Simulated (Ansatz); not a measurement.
Nb:
```cif
data_Nb2
_chemical_formula_sum 'Nb2'
_space_group_name_H-M_alt 'Im-3m'
_space_group_IT_number 229
_space_group_name_Hall '-I 4 2 3'
_cell_length_a 3.29680
_cell_length_b 3.29680
_cell_length_c 3.29680
_cell_angle_alpha 90.000
_cell_angle_beta 90.000
_cell_angle_gamma 90.000
loop_
_atom_site_label
_atom_site_type_symbol
_atom_site_symmetry_multiplicity
_atom_site_Wyckoff_symbol
_atom_site_fract_x
_atom_site_fract_y
_atom_site_fract_z
_atom_site_occupancy
Nb1 Nb 2 a 0.00000 0.00000 0.00000 1
```
(The calculation used a cell of 1 atom; values per cell refer to that cell.)

Relaxed with r²SCAN+D4.

Question: Which orbitals make up the states near the Fermi level in DFT-r²SCAN+D4 in the program Ansatz with PAW potentials?

Answer: Within 0.5 eV of the Fermi level: Nb 4d 86 %, Nb 5s 9 %. Projections are on Löwdin-orthogonalised atomic valence shells; empty p or d shells of many metals are not among them.

Question: Tabulate the density of states.

Answer: States/eV per cell of 1 atom, in 0.25 eV bins, energy from the Fermi level.

```tsv
E (eV)	total	Nb 4d	Nb 5s	Nb 4p
-6.35	0.00	0.00	0.00	0.00
-6.10	0.02	0.00	0.02	0.00
-5.85	0.04	0.00	0.03	0.00
-5.60	0.06	0.00	0.05	0.00
-5.35	0.07	0.00	0.06	0.00
-5.10	0.09	0.00	0.07	0.00
-4.85	0.10	0.01	0.08	0.00
-4.60	0.12	0.01	0.09	0.00
-4.35	0.15	0.02	0.11	0.01
-4.10	0.19	0.03	0.13	0.01
-3.85	0.49	0.27	0.19	0.01
-3.60	0.91	0.62	0.24	0.02
-3.35	1.00	0.73	0.22	0.02
-3.10	1.12	0.87	0.20	0.02
-2.85	1.35	1.12	0.18	0.02
-2.60	1.33	1.14	0.15	0.03
-2.35	1.12	0.99	0.09	0.02
-2.10	0.56	0.51	0.03	0.01
-1.85	0.52	0.50	0.01	0.01
-1.60	1.85	1.80	0.01	0.03
-1.35	2.01	1.95	0.02	0.03
-1.10	1.26	1.20	0.03	0.02
-0.85	1.10	1.03	0.05	0.02
-0.60	1.12	1.01	0.07	0.02
-0.35	1.85	1.60	0.16	0.03
-0.10	1.74	1.48	0.17	0.03
0.15	1.18	1.01	0.10	0.02
0.40	0.76	0.63	0.07	0.01
0.65	0.48	0.37	0.06	0.01
0.90	0.43	0.34	0.04	0.01
1.15	0.43	0.34	0.03	0.00
1.40	0.44	0.36	0.03	0.00
1.65	0.49	0.42	0.02	0.00
1.90	0.72	0.66	0.02	0.00
2.15	0.82	0.77	0.02	0.00
2.40	0.87	0.84	0.01	0.00
2.65	0.97	0.94	0.01	0.00
2.90	1.16	1.12	0.01	0.00
3.15	1.18	1.15	0.01	0.00
3.40	1.21	1.17	0.01	0.00
3.65	1.43	1.40	0.01	0.00
3.90	1.24	1.21	0.01	0.00
4.15	1.55	1.50	0.03	0.00
4.40	2.79	2.67	0.09	0.00
4.65	1.16	1.02	0.10	0.00
```

The r²SCAN+D4 relaxation kept the symmetry of its start. The run is not spin-polarised. The pairwise dispersion correction was not fitted to metals. Spin–orbit coupling is left out wherever it is not named.

Potentials: the earlier of the program's two PAW sets.
